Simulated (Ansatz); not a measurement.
Input, command and steps of an Ansatz relaxation.

```yaml
crystal:
  lattice:
    - [2.8400537678, 0.0, 0.0]
    - [-1.4200268839, 2.4595587111, 0.0]
    - [0.0, 0.0, 21.1853717546]
  atoms:
    - { symbol: Ag, position: [0.0, 0.0, 0.0] }
    - { symbol: Ag, position: [0.0, 0.0, 0.7776871197] }
    - { symbol: Ag, position: [0.3333333333, 0.6666666667, 0.8889795469] }
    - { symbol: Ag, position: [0.6666666667, 0.3333333333, 0.3333333333] }
    - { symbol: Ag, position: [0.6666666667, 0.3333333333, 0.1110204531] }
    - { symbol: Ag, position: [0.0, 0.0, 0.2223128803] }
    - { symbol: Ag, position: [0.3333333333, 0.6666666667, 0.6666666667] }
    - { symbol: Ag, position: [0.3333333333, 0.6666666667, 0.4443537864] }
    - { symbol: Ag, position: [0.6666666667, 0.3333333333, 0.5556462136] }
basis:
  ecutwfc: 420
kpoints:
  mp_grid: { grid: [12, 12, 2] }
hamiltonian:
  xc: pbesol
scf:
  occupations: { method: gaussian, width: 0.1 }
output:
  forces: true
  stress: true
  eigenvalues: true
relax:
  adjacent_minimum: "off"
  f_tol: 0.008
  max_steps: 40
  cell: { stress_tol: 0.015, fix: [a, b, gamma] }
```

```bash
ansatz run input.yaml --threads 1 --pin off --max-ram 2560MiB --backend cpu --events-out ev --progress --plain --runs-dir out
```

Level of theory: Ansatz 0.2.0, DFT PBEsol, scalar-relativistic, plane waves, PAW.

Of 4 frames 3 are shown, positions in Å and forces in eV/Å; the SCF threshold varies from step to step. Steps run on the plane waves of an earlier cell, with a Pulay correction in the pressure. The basis is chosen afresh for the last frame, the zero of the energies, and at times for earlier ones too; energy and pressure step there, also at an unchanged geometry.

```xyz
9
Lattice="2.8401 0.0000 0.0000 -1.4200 2.4596 0.0000 0.0000 0.0000 21.1854" Properties=species:S:1:pos:R:3:forces:R:3 pbc="T T T" step=1 free_energy_over_end_meV_per_atom=0.01 pressure_GPa=1.94
Ag    0.0000    0.0000    0.0000    0.0000    0.0000    0.0000
Ag    0.0000    0.0000   16.4756    0.0000    0.0000   -0.0003
Ag    0.0000    1.6397   18.8334    0.0000    0.0000    0.0003
Ag    1.4200    0.8199    7.0618    0.0000    0.0000    0.0000
Ag    1.4200    0.8199    2.3520    0.0000    0.0000   -0.0003
Ag    0.0000    0.0000    4.7098    0.0000    0.0000    0.0003
Ag    0.0000    1.6397   14.1236    0.0000    0.0000    0.0000
Ag    0.0000    1.6397    9.4138    0.0000    0.0000   -0.0003
Ag    1.4200    0.8199   11.7716    0.0000    0.0000    0.0003
9
Lattice="2.8401 0.0000 0.0000 -1.4200 2.4596 0.0000 0.0000 0.0000 21.2166" Properties=species:S:1:pos:R:3:forces:R:3 pbc="T T T" step=2 free_energy_over_end_meV_per_atom=0.01 pressure_GPa=1.77
Ag    0.0000    0.0000    0.0000    0.0000    0.0000    0.0000
Ag    0.0000    0.0000   16.4998    0.0000    0.0000    0.0010
Ag    0.0000    1.6397   18.8612    0.0000    0.0000   -0.0010
Ag    1.4200    0.8199    7.0722    0.0000    0.0000    0.0000
Ag    1.4200    0.8199    2.3554    0.0000    0.0000    0.0010
Ag    0.0000    0.0000    4.7168    0.0000    0.0000   -0.0010
Ag    0.0000    1.6397   14.1444    0.0000    0.0000    0.0000
Ag    0.0000    1.6397    9.4276    0.0000    0.0000    0.0010
Ag    1.4200    0.8199   11.7890    0.0000    0.0000   -0.0010
9
Lattice="2.8401 0.0000 0.0000 -1.4200 2.4596 0.0000 0.0000 0.0000 21.2083" Properties=species:S:1:pos:R:3:forces:R:3 pbc="T T T" step=4 free_energy_over_end_meV_per_atom=0.00 pressure_GPa=1.82
Ag    0.0000    0.0000    0.0000    0.0000    0.0000    0.0000
Ag    0.0000    0.0000   16.4934    0.0000    0.0000   -0.0001
Ag    0.0000    1.6397   18.8537    0.0000    0.0000    0.0001
Ag    1.4200    0.8199    7.0694    0.0000    0.0000    0.0000
Ag    1.4200    0.8199    2.3546    0.0000    0.0000   -0.0001
Ag    0.0000    0.0000    4.7148    0.0000    0.0000    0.0001
Ag    0.0000    1.6397   14.1388    0.0000    0.0000    0.0000
Ag    0.0000    1.6397    9.4240    0.0000    0.0000   -0.0001
Ag    1.4200    0.8199   11.7843    0.0000    0.0000    0.0001
```

The run took 88 s on 1 thread of Intel(R) Xeon(R) Platinum 8488C (Sapphire Rapids), with other jobs on the host, peak memory 0.73 GiB.